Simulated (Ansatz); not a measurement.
A geometry of BiB away from equilibrium: step 2 of the relaxation of a relaxed BiB cell, doubled along one cell vector, shaken by Gaussian noise of σ = 0.08 Å a coordinate. The numbers are results of r2SCAN (plane waves to 500 eV, PAW, scalar-relativistic; Ansatz, an electronic-structure program), not measurements. Γ-centred k-mesh 7×4×7 on the run's cell (coarser than for final values), Fermi–Dirac smearing 0.05 eV. The plane waves were selected for a different cell earlier on the path.

```yaml
crystal:
  lattice:
    - [0.00754, 2.73733, 2.73597]
    - [5.47230, -0.00445, 5.49147]
    - [2.71103, 2.72198, 0.02289]
  atoms:
    - { symbol: Bi, position: [0.74396, 0.37819, 0.73900] }
    - { symbol: Bi, position: [0.72826, 0.86984, 0.77415] }
    - { symbol: B, position: [0.96974, 0.00135, 0.02357] }
    - { symbol: B, position: [0.99169, 0.49645, 0.00176] }
```

**Question.** Give the Cartesian forces on all atoms (eV/Å).

**Answer.** 
```tsv
atom	Fx	Fy	Fz
Bi1	0.10	0.47	-0.64
Bi2	0.35	-0.24	0.17
B3	-0.29	0.02	0.10
B4	-0.16	-0.26	0.36
```

The path ends in F-43m (No. 216) (zinc blende type). No spin polarisation in the result.

The end of the path is a generated cell of BiB: the first start was made by placing the elements on the sites of a structure type, and the end was not matched to a known phase here, so it may be hypothetical.
